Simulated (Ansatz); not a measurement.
Te$_{2}$S$_{2}$O: settings compared (Ansatz)

Input:

```yaml
crystal:
  lattice:
    - [5.605543, 3.454439, 0.0]
    - [5.605543, -3.454439, 0.0]
    - [0.0, 0.0, -6.113064]
  atoms:
    - { symbol: O, position: [0.217, 0.783, 0.77] }
    - { symbol: O, position: [0.783, 0.217, 0.27] }
    - { symbol: Te, position: [0.326, 0.032, 0.703] }
    - { symbol: Te, position: [0.674, 0.968, 0.203] }
    - { symbol: Te, position: [0.968, 0.674, 0.703] }
    - { symbol: Te, position: [0.032, 0.326, 0.203] }
    - { symbol: S, position: [0.3419, 0.0879, 0.36] }
    - { symbol: S, position: [0.6581, 0.9121, 0.86] }
    - { symbol: S, position: [0.9121, 0.6581, 0.36] }
    - { symbol: S, position: [0.0879, 0.3419, 0.86] }
  symmetry: { tolerance: 0.0003 }
kpoints:
  mp_grid: { grid: [3, 3, 3], shift: [0, 0, 0] }
magnetization:
  spin_polarized: false
scf:
  occupations: { method: fermi_dirac }
hamiltonian:
  pseudopotentials: { kind: paw }
  xc: pbe
basis:
  ecutwfc: 420
output:
  forces: true
  stress: true
  eigenvalues: true
```

Launch command:

```bash
ansatz run input.yaml --threads 1 --pin off --max-ram 2560MiB --backend cpu --events-out ev --progress --plain --runs-dir out
```

Origin of the cell: a known structure type with other elements, at an estimated volume, so it need not be a known compound.

The smearing width isn't typed, so it takes its default of 0.1 eV.

Output of this run (shortened):

```
Pseudopotentials: kind: paw
Pseudopotential: O, paw, valence charge 6, recommended cutoff 420 eV (normal), O.paw.azcp
Pseudopotential: Te, paw, valence charge 16, recommended cutoff 420 eV (normal), Te.paw.azcp
Pseudopotential: S, paw, valence charge 6, recommended cutoff 420 eV (normal), S.paw.azcp
Functional definition: PBE
  exchange = pbe_x(kappa = kappa, mu = beta*pi^2/3)
  correlation = pbe_c(beta = beta)
Crystal: 10 atoms, lattice volume = 236.747 Å³
Basis set: ecut = 420 eV, 4629 PW (Γ), exchange–correlation on 90×90×90 points (8 copies of the dense FFT grid, shifted against one another)
Bands: 60, of which v1, the nominal top of the filled ones, is band 50 counted from 1 (49 counted from 0)
Symmetry: 4 space group operations
Space group: Cmc21 (ITA 36), of the structure as read, at distance tolerance 1.9e-3 Å
[… 7 lines left out …]
Initial density: superposition of atomic densities (neutral atoms: chi_scale 0, normalization atom), corrected by the library's trained network
Functional: x = pbe(κ = 0.804, μ = 0.219515), c = pbe(β = 0.066725)
SCF iter   1: F=—  HF=-32637.634818 eV  Δρ=1.11e-2  dr2=2.31e-1
SCF iter   2: F=—  HF=-32637.610541 eV  Δρ=2.85e-3  dr2=1.54e-2  defer=1
SCF iter   3: F=—  HF=-32637.609539 eV  Δρ=1.47e-3  dr2=5.70e-3  defer=1
SCF iter   4: F=—  HF=-32637.608363 eV  Δρ=4.12e-4  dr2=5.91e-4  defer=1
SCF iter   5: F=—  HF=-32637.608259 eV  Δρ=1.44e-4  dr2=5.66e-5  defer=1
SCF iter   6: F=—  HF=-32637.608173 eV  Δρ=4.12e-5  dr2=4.89e-6  defer=1
SCF iter   7: F=—  HF=-32637.608174 eV  Δρ=1.80e-5  dr2=8.73e-7  defer=1
SCF iter   8: F=-32637.608174 eV  HF=-32637.608174 eV  Δρ=3.75e-6  dr2=3.75e-8
SCF 1 converged in 8 iterations: F = -32637.608174 eV  dr2 = 3.75e-8
SCF converged after 8 iterations
Free energy (F): -32637.608174 eV
Harris-Foulkes:  -32637.608174 eV  (|F-HF|=6.30e-9)
Internal energy: -32637.418142 eV  (E = F + TS)
E sigma→0 (E₀):  -32637.513158 eV
Entropy (-TS):   -0.190032 eV (-19.003 meV/atom)
Fermi energy:    8.274624 eV
--- Per-component energies (eV) ---
  E_band       = -1243.091597
  E_kinetic    = 1570.695613
  E_local      = -9364.252701  (includes V_loc(G=0)·N_el)
  E_nonlocal   = -1021.480720
  E_hartree    = 5083.747050
  E_xc         = -1057.750102
  E_vxc        = -986.623982  (∫ρ·V_xc dr)
  E_paw        = -21367.716402  (= ΣΔE_a)
  E_vpaw       = -1608.937488  (= ΣTr[D̂ρ^β])
  E_aug_tail   = 0.003811  (compensation charges beyond the density's cutoff)
  E_ewald      = -6480.664692
  E_smearing   = -0.190032  (= −TS)
  Σ components = -32637.608174   (vs F -32637.608174, Δ=0.00e0)
--- Forces (eV/Å), atoms counted from 1 ---
  atom   1  O      0.000000    -0.210148     0.330155
  atom   2  O      0.000000     0.210148     0.330155
  atom   3  Te    -6.505216     2.263663    -1.507197
[… 2 lines left out …]
  atom   6  Te    -6.505216    -2.263663    -1.507197
  atom   7  S     -0.880050     0.902638     1.342124
  atom   8  S      0.880050    -0.902638     1.342124
  atom   9  S      0.880050     0.902638     1.342124
  atom  10  S     -0.880050    -0.902638     1.342124
  max |Σ_I F_I| component: 1.74e-5 eV/Å
--- Stress (GPa, compression-positive) ---
       18.570438       0.000000       0.000000
        0.000000      56.479441       0.000000
        0.000000       0.000000      63.039462
  P = ⅓ Tr σ = 46.0298 GPa (460.298 kbar)
```

The same input was run again with these changes:

1. `scf.eigensolver.kind` default → davidson; `basis.precision` default → f64
2. `kpoints.mp_grid.grid` [3, 3, 3] → [2, 2, 2]
3. `scf.occupations.width` default → 0.1; `scf.occupations.method` fermi_dirac → gaussian; `scf.initial_density.chi_scale` default → 0.0
4. `accuracy` default → low; `hamiltonian.dispersion` default → d3bjatm

| run | end | SCF iterations | P (GPa) | max force component (eV/Å) | moment (μB) | ΔE(σ→0) (meV/atom) |
| --- | --- | --- | --- | --- | --- | --- |
| base | converged | 8 | 46.03 | 6.505 | – | 0 |
| 1 | converged | 8 | 46.03 | 6.505 | – | 0.00 |
| 2 | converged | 8 | 45.83 | 6.617 | – | 9.94 |
| 3 | converged | 10 | 46.01 | 6.481 | – | 1.53 |
| 4 | converged | 8 | 44.19 | 6.518 | – | – |

Energies are compared only where functional, datasets, charge and starting cell are the same.

Not properties of the system: run 2 (too coarse or loose: `kpoints.mp_grid.grid` = [2, 2, 2]), run 4 (too coarse or loose: `accuracy` = low).

Caveats of the base run: no spin, though holes on the anions or broken bonds may carry moments; no spin-orbit coupling, though heavy elements are present; the given cell is far from equilibrium, with atoms too close or a volume far off; the k mesh is coarse if the cell is a metal.

The base run ran for 6.2 s on 1 thread of Intel(R) Xeon(R) 6975P-C (Granite Rapids), with other jobs on the host, peak memory 0.51 GiB, from the program's own first density.
